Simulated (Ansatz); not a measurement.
# Stationary points along a deformation path in TaRe

Level of theory: DFT PBEsol, scalar-relativistic, plane waves, PAW in Ansatz. Settings: plane waves to 420 eV, k-mesh 20×20×12 (Γ-centred), Gaussian smearing 0.15 eV. Spin–orbit coupling is left out, which can shift energies with elements as heavy as these. No spin polarisation. Energies are free energies at this smearing, counted from the undisturbed cell; pressure is positive in compression.

The starting cell (as given, not relaxed at this level; it stands at -5.9 GPa, and it needn't be the usual structure):

```
Ta Re
1.0
     1.59633   -2.28932    0.00000
     1.59633    2.28932    0.00000
     0.00000    0.00000    4.44409
Ta Re
1 1
Cartesian
  1.5963 0.0000 2.2220
  0.0000 0.0000 0.0000
```

At fixed volume and fractional coordinates, lengths along (0.000, 0.000, 1.000) are scaled against those across it; ρ is that ratio over its starting value. V = 16.241 Å³/atom. Δσ is the stress along the axis less the mean stress across it (compression positive).

```
    ρ  ΔE (meV/atom)  Δσ (GPa) space group
0.850          187.7     29.26         Cmmm
0.920           57.2     18.66         Cmmm
1.000            0.0      0.71         Cmmm
1.100           70.3    -22.78         Cmmm
1.200          265.0    -43.44         Cmmm
```

Problem. How does the stress give the slope of the energy, and where is the energy stationary?

Solution. Along the path d ln(length) is 2/3 d ln ρ on the axis and −1/3 d ln ρ across it, so dE/d ln ρ = −(2/3) V Δσ: the energy falls with ρ where Δσ is positive. Δσ vanishes or changes sign between ρ = 1.000 and 1.100, a minimum (near 1.00 by linear interpolation). Pairs of stationary points between two samples would go unseen, and could change a minimum read from distant neighbours into a maximum.

Problem. Integrate that slope from ρ = 1 to 0.850 by the trapezoid rule.

Solution. With V/N in Å³ and 1 eV/Å³ = 160.2 GPa the slopes at ρ = 1.000, 0.920, 0.850 are -48, -1261, -1978 meV/atom per unit of ln ρ. The steps add 54.6 + 128.2 = 182.7 meV/atom, against 187.7 from the energies; the trapezoid rule misses the curvature of the slope within each step.

In a metal these slopes depend on the k mesh and the smearing.